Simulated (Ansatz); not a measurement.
The elements of this relaxed trial crystal are hidden behind letters.

```
lattice vectors (Å)
   5.7103    0.0000    0.0000
   0.0000    5.7103    0.0000
   0.0000    0.0000    5.7103
fractional positions
X 0.0000 0.0000 0.0000
X 0.5000 0.5000 0.5000
X 0.0000 0.5000 0.5000
X 0.5000 0.0000 0.5000
X 0.5000 0.5000 0.0000
Z 0.5000 0.0000 0.0000
Z 0.0000 0.5000 0.0000
Z 0.0000 0.0000 0.5000
```

Computed with DFT PBE, scalar-relativistic, plane waves, PAW (Ansatz 0.2.0). Settings of the last relaxation (8-atom cell): 420 eV, 8×8×8 k points, Gaussian smearing of 0.10 eV, no spin polarisation.

```
Space group                              : Pm-3m (No. 221)
Conventional cell                        : a = 5.710 Å
Volume per atom                          : 23.27 Å³
Density                                  : 5.95 g/cm³
Energy over the elements                 : +0.13 eV/atom
Gap on the 8×8×8 mesh of the 8-atom cell : 0 eV (a metal)
```

Energies are uncorrected and count from the elements' standard states at the same level.

Task: X is a p-block element of period 5 and Z is a p-block element of period 3. Which elements are they?

Result: X = In, Z = P, so the formula is In5P3. Density times volume gives a mean mass of 5.95 × 23.27/1.6605 = 83.4 u per atom, and this set has 83.4 u. Among the elements that the hints allow, noble gases aside, only these give it. In on a site of symmetry m-3m is surrounded by 6 P at 2.86 Å; around In on a second site of symmetry m-3m lie 6 In at 2.86 Å; P has 6 In at 2.86 Å; 1 more site not described.

A structure relaxed within its symmetry needn't be a true minimum.
